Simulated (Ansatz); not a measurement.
Barrier of one jump, Si in Si

The calculation used DFT LDA, scalar-relativistic, plane waves, PAW (Ansatz). Settings: 420 eV cutoff, 3×3×3 k-mesh, Gaussian smearing of 0.02 eV, no spin polarisation.

Host crystal, relaxed:

```
Si
1.0
     0.00000    2.70097    2.70097
     2.70097    0.00000    2.70097
     2.70097    2.70097    0.00000
Si
2
Direct
  0.75000 0.75000 0.75000
  0.50000 0.50000 0.50000
```

In a supercell of 16 host sites with charge -2, Si trades places with a neighbouring Si vacancy, moving 1.81 Å between the relaxed ends. Climbing-image nudged elastic band at fixed cell with images 0 (start) to 4 (end), the path measured over all atoms, converged to 0.05 eV/Å; the order of the saddle wasn't checked, and the small cell leaves errors of about a tenth of an eV.

Supercell rows in host cell vectors: 0 -2 2; 0 0 2; -2 0 2. Si was set at (0.750, 0.750, 0.750) of the host cell.

At the relaxed start Si has 3 Si at 2.41 Å.

(1) What barrier does the band give, and what surrounds the atom at the top?

## Answers

(1) 0.24 eV at image 2, where Si has 6 Si at 2.80 Å.

The relaxation kept the symmetry at the defect while a level is partly filled, so a distortion that splits the level (Jahn–Teller) was held off and may lie lower. The cell is also small for a charged defect.

Cost: 1 run of about 3.8 core-minutes, on Arm Neoverse V1 (shared hosts).